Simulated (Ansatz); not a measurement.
**How the vibrations of Zn₃PbO change with volume**

Computed with DFT PBE, scalar-relativistic, plane waves, PAW (Ansatz). Plane waves to 420 eV; Γ-centred k mesh 8×8×8; Fermi-Dirac smearing of 0.15 eV. No spin polarisation. Phonons by linear response, acoustic sum rule imposed.

The cell, relaxed at this level:
Space group Pm-3m (No. 221). a = 4.417 Å, b = 4.417 Å, c = 4.417 Å, α = 90.00°, β = 90.00°, γ = 90.00°
```tsv
atom	site	symmetry	x	y	z
Zn	3c	4/mm.m	0.0000	0.5000	0.5000
Pb	1a	m-3m	0.0000	0.0000	0.0000
O	1b	m-3m	0.5000	0.5000	0.5000
```

Its imaginary modes show that this cell, built by swapping an element in a database structure, isn't a minimum of the energy. In a metal, frequencies depend on the k mesh and the smearing, soft modes most. Spin–orbit coupling is left out, which matters for heavy elements. A semilocal functional can close a gap that the real compound has.

Cells at 0.98 and 1.02 times the equilibrium volume were relaxed in shape and atoms; γ = −d ln ν / d ln V, modes matched by rank.

Question: Give the optical frequencies at Γ (cm⁻¹) at the three volumes and the mode Grüneisen parameters.

Answer:
```csv
0.98 V,V,1.02 V,γ,degeneracy
153i,157i,161i,–,3
42i,44i,45i,–,3
76,71,67,3.38,3
176,157,139,5.76,3
```

i marks imaginary modes: the cell is unstable against these displacements at all three volumes, and γ isn't given for them.

Question: What pressures hold the two strained cells, and what bulk modulus follows?

Answer: 1.38 GPa at 0.98 V and -1.22 GPa at 1.02 V, so B = −dP/d ln V ≈ 65 GPa.